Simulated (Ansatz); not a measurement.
Consider the following.

GaBi:
```yaml
crystal:
  lattice:
    - [3.40099, 0.00000, 0.00000]
    - [0.00000, 3.40099, 0.00000]
    - [0.00000, 0.00000, 4.63411]
  atoms:
    - { symbol: Ga, position: [0.50000, 0.50000, 0.50000] }
    - { symbol: Bi, position: [0.00000, 0.00000, 0.00000] }
```

This is the PBE-relaxed structure.

**Question.** All from the program Ansatz at the PBE level (PAW), unless another level is named. Give the formation energy from the elements (no fitted shifts).

**Answer.** 0.095 eV/atom.

**Question.** And the density of states at the Fermi level?

**Answer.** 0.45 states/eV per atom (mean over ±0.08 eV).

Space group P4/mmm (L1₀ or tetragonal B2). The cell is a constructed one: a structure type filled with these elements; neither database checked (COD, Materials Project) lists it. Its standing as an ambient phase is unchecked. The PBE relaxation kept the symmetry of its start; its stability against distortions is not shown here. The references are the lowest solids computed at this level, not always the standard phases. Spin–orbit coupling is left out wherever it is not named.

Potentials: the later of the program's two PAW sets.
